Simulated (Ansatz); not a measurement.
## InGa₃P₂: relaxation step by step

The cell of InGa₃P₂ is invented: random cell by space group and Wyckoff sites (P4mm, No. 99). The dimensions are guesses.

```
CELL_PARAMETERS angstrom
4.25648 0.00000 0.00000
0.00000 4.25648 0.00000
0.00000 0.00000 7.29260
ATOMIC_POSITIONS crystal
In 0.00000 0.00000 0.54489
Ga 0.00000 0.50000 0.96586
Ga 0.50000 0.00000 0.96586
Ga 0.00000 0.00000 0.14097
P 0.50000 0.50000 0.22788
P 0.50000 0.50000 0.91976
```

Method: DFT PBE, scalar-relativistic, plane waves, PAW (Ansatz 0.2.0). Cutoff 420 eV, Gaussian smearing, Γ-centred meshes. Cell and atoms relax first on a coarse mesh and then on a finer one. In between, the cell is made exact in the group found at 0.06 Å. In metals the finer mesh still leaves noise of several meV/atom or more. The steps can't lower the symmetry of their start. No spin polarisation.

Steps on the 4×4×4 mesh (6 atoms, 14 steps). The free energy counts from the last step; the plane-wave basis is renewed at times, which shifts energy and pressure.

```csv
step,ΔF (meV/atom),V (Å³/atom),P (GPa),largest force component (eV/Å)
1,637.5,22.02,16.82,2.532
2,357.9,24.06,7.39,1.282
3,203.3,24.86,2.99,0.803
4,121.4,25.03,0.75,1.010
5,71.2,24.66,-0.39,0.760
6,39.9,24.01,-0.05,0.552
7,21.9,23.59,-0.05,0.191
8,9.3,22.86,-0.22,0.371
9,8.5,22.18,0.35,0.385
10,6.2,22.50,0.08,0.054
11,5.9,22.47,-0.01,0.008
12,0.4,22.47,0.43,0.008
13,0.0,22.61,0.11,0.009
14,0.0,22.61,0.11,0.008
```

The relaxed structure, after a last relaxation on the converged mesh:

```xyz
6
Lattice="4.7997 0.0000 0.0000 0.0000 4.7997 0.0000 0.0000 0.0000 6.0045" Properties=species:S:1:pos:R:3 pbc="T T T"
In    0.0000    0.0000    3.9934
Ga    0.0000    2.3999    5.8866
Ga    2.3999    0.0000    5.8866
Ga    0.0000    0.0000    1.2320
P     2.3999    2.3999    0.9373
P     2.3999    2.3999    4.6723
```

The symmetry stays P4mm (No. 99). The volume per atom grows by 4.7 %, from 22.0 to 23.1 Å³. The shortest distance goes from 2.15 Å (Ga–P) to 2.27 Å (P–P). The ratio c/a of the conventional cell changes by a factor of 0.73. The energy falls by about 0.61 eV/atom (the start's value is from the coarse mesh). The end is written in a standard setting, so origin, axes and order of atoms can differ from the start's. In has 1 Ga at 2.76 Å, 4 Ga at 3.06 Å, 1 Ga at 3.24 Å and 4 P at 3.46 Å; around Ga on a site of symmetry 2mm lie 4 P at 2.62–2.69 Å, 2 Ga at 2.75 Å, 2 In at 3.06 Å and 4 Ga at 3.39 Å; P on its first site has 1 P at 2.27 Å, 4 Ga at 2.62 Å and 4 Ga at 3.41 Å; 2 more sites not described.

- Volume per atom: 23.05 Å³
- Density: 4.63 g/cm³
- Energy over the elements: +0.19 eV/atom
- Gap on the 8×8×8 mesh of the 6-atom cell: 0 eV (a metal)

The zero of energy is the elements' standard structures at the same level; no fitted shifts are applied. The references include black phosphorus.

The last run used Gaussian smearing of 0.10 eV. The reference form of P is held partly by dispersion forces, which this level lacks. Symmetry constrained the relaxation, so the result can be a saddle point. In all, the 3 runs took 9.8 min on 1 thread of Arm Neoverse V2 (shared host). Another cell of InGa3P2 relaxed alike, in Fmmm, lies 85 meV/atom lower, so this cell isn't the stable form at this level.
